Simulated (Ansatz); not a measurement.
HfTeSe:
```
CELL_PARAMETERS angstrom
      3.87960     0.00000     0.00000
     -1.93980     3.35984     0.00000
      0.00000     0.00000     6.59874
ATOMIC_POSITIONS crystal
  Hf 0.00000 0.00000 0.98162
  Te 0.66667 0.33333 0.25763
  Se 0.33333 0.66667 0.76076
```

Relaxed with r²SCAN+D4. Independent-particle spectrum: no excitons, no local fields, no scissors shift; 0.1 eV broadening; ε₁ of the summed bands alone.

Q: Tabulate the dielectric function from r²SCAN+D4 (plane waves, PAW; program Ansatz).

A: 

```csv
E (eV),ε₁ xx,ε₂ xx,ε₁ zz,ε₂ zz
0.0,16.60,0.00,8.78,0.00
0.5,17.81,0.00,8.96,0.00
1.0,26.22,3.66,9.67,0.01
1.5,29.20,17.34,12.37,0.38
2.0,-10.23,23.24,9.89,6.27
2.5,-2.15,5.70,7.44,5.33
3.0,2.55,3.23,7.18,4.43
3.5,6.16,4.32,7.25,4.80
4.0,6.69,6.27,7.71,4.38
4.5,4.80,8.15,9.11,8.39
5.0,3.67,8.20,5.39,9.97
5.5,3.90,8.52,4.37,8.64
6.0,-1.66,9.56,0.87,7.15
6.5,-0.76,5.32,2.41,6.61
7.0,-0.29,6.37,3.23,7.45
7.5,-0.88,5.73,-0.07,10.53
8.0,-1.32,4.95,-3.38,8.65
8.5,-1.09,3.92,-2.83,4.83
9.0,-1.36,4.20,-3.25,3.82
9.5,-1.81,3.00,-2.15,2.30
10.0,-1.20,2.48,-1.39,2.10
10.5,-0.89,2.25,-0.87,2.13
11.0,-0.67,2.29,-0.82,2.02
11.5,-0.91,2.49,-0.68,2.61
12.0,-0.82,1.84,-0.92,1.97
```

Q: From ε at 1.9 eV (xx: -4.01 + 34.22i), find n, k, the normal reflectivity and the absorption coefficient.

A: n = 3.90, k = 4.385, R = 64 %, α = 2kE/ħc = 840000 cm⁻¹.

With all bands, ε∞ without local fields is 16.7 (xx = yy), 8.86 (zz).

Space group P3m1. The first step of the workflow began from a Materials Project structure, measured or hypothetical; the Crystallography Open Database copy checked does not list it. Its standing as an ambient phase is unchecked. The cell was relaxed with r²SCAN+D4 under the symmetry of its start; whether a distortion lowers the energy is not shown. No spin polarisation was allowed. Spin–orbit coupling is left out wherever it is not named.

Potentials: the later of the program's two PAW sets.
